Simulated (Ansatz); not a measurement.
SiC:
```
CELL_PARAMETERS angstrom
      0.00000     2.01402     2.01402
      2.01402     0.00000     2.01402
      2.01402     2.01402     0.00000
ATOMIC_POSITIONS crystal
  Si 0.00000 0.00000 0.00000
  C  0.50000 0.50000 0.50000
```

Relaxed with r²SCAN.

### Question
Which orbitals make up the states near the Fermi level in the program Ansatz at the r²SCAN level (PAW)?

### Answer
Within 0.5 eV of the Fermi level: C 2p 70 %, Si 3s 14 %, Si 3p 8 %. Projections are on Löwdin-orthogonalised atomic valence shells; empty p or d shells of many metals are not among them.

### Question
Tabulate the density of states.

### Answer
States/eV per cell of 2 atoms, in 0.25 eV bins, energy from the Fermi level.

```
E (eV)  total  C 2p  Si 3p  Si 3s
------  -----  ----  -----  -----
-7.85    0.46  0.23   0.12   0.05
-7.60    0.46  0.23   0.12   0.05
-7.35    0.47  0.24   0.12   0.05
-7.10    0.48  0.25   0.12   0.05
-6.85    0.50  0.26   0.12   0.06
-6.60    0.51  0.27   0.13   0.06
-6.35    0.52  0.28   0.13   0.05
-6.10    0.54  0.29   0.14   0.06
-5.85    0.55  0.30   0.14   0.05
-5.60    0.57  0.32   0.14   0.05
-5.35    0.60  0.34   0.15   0.05
-5.10    0.62  0.36   0.16   0.05
-4.85    0.67  0.40   0.18   0.05
-4.60    0.77  0.46   0.21   0.05
-4.35    0.77  0.47   0.20   0.04
-4.10    0.76  0.47   0.19   0.04
-3.85    0.73  0.47   0.18   0.03
-3.60    0.72  0.47   0.17   0.03
-3.35    0.70  0.47   0.16   0.03
-3.10    0.69  0.47   0.15   0.02
-2.85    0.67  0.47   0.14   0.02
-2.60    0.66  0.48   0.12   0.02
-2.35    0.65  0.48   0.11   0.01
-2.10    0.63  0.48   0.10   0.01
-1.85    0.62  0.49   0.08   0.01
-1.60    0.61  0.50   0.07   0.01
-1.35    0.60  0.51   0.05   0.00
-1.10    0.51  0.44   0.04   0.00
-0.85    0.42  0.36   0.03   0.00
-0.60    0.37  0.32   0.02   0.00
-0.35    0.35  0.29   0.02   0.02
-0.10    0.32  0.25   0.03   0.03
0.15     0.07  0.01   0.01   0.04
0.40     0.07  0.00   0.01   0.04
0.65     0.09  0.01   0.01   0.05
0.90     0.11  0.01   0.02   0.06
1.15     0.13  0.01   0.02   0.07
1.40     0.16  0.02   0.03   0.08
1.65     0.18  0.02   0.04   0.09
1.90     0.20  0.02   0.05   0.10
2.15     0.23  0.03   0.05   0.11
2.40     0.25  0.03   0.06   0.11
2.65     0.28  0.04   0.07   0.12
2.90     0.30  0.04   0.09   0.13
3.15     0.36  0.05   0.10   0.13
3.40     0.40  0.05   0.11   0.14
3.65     0.45  0.06   0.13   0.15
3.90     0.50  0.08   0.14   0.16
4.15     0.58  0.10   0.17   0.18
4.40     0.75  0.15   0.21   0.23
4.65     0.81  0.17   0.23   0.25
```

Space group Fm-3m (rock salt). This is a known high-pressure phase of the composition, computed here at zero pressure and temperature. Symmetry was held in the r²SCAN relaxation; whether a distortion lowers the energy is not shown. Its formation energy is positive at this level, so the cell may be metastable or incomplete.

Potentials: the later of the program's two PAW sets.
